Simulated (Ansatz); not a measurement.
Problem. Each is relaxed and computed with the program Ansatz at the PBEsol level (PAW). Which is the only one with a gap?
A) Rb2LiInCl6, Fm-3m (Rb on 8c, Li on 4b, In on 4a, Cl on 24e)
B) LiC6, P6/mmm (Li on 1a, C on 6k)
C) InSb, P-6m2 (In on 1a, Sb on 1f)
D) Sc3InB, anti-perovskite

Solution. A, Rb2LiInCl6, Fm-3m (Rb on 8c, Li on 4b, In on 4a, Cl on 24e). Rb2LiInCl6: gap 2.89 eV (direct); InSb: metal; LiC6: metal; Sc3InB: metal. Constructed cells (a structure type filled with these elements, in neither database checked): InSb, P-6m2 (In on 1a, Sb on 1f). Not the usual ambient phase: InSb, P-6m2 (In on 1a, Sb on 1f). Standing as an ambient phase not checked: Rb2LiInCl6, Fm-3m (Rb on 8c, Li on 4b, In on 4a, Cl on 24e); LiC6, P6/mmm (Li on 1a, C on 6k); Sc3InB, anti-perovskite. All cells were relaxed under the symmetry of their starts (and spin orders); stability against distortions was not tested throughout. Rows with no word on spin ran without spin polarisation. Scalar-relativistic: spin–orbit coupling is off unless named, which matters more the heavier the elements.

Potentials: the later of the program's two PAW sets.
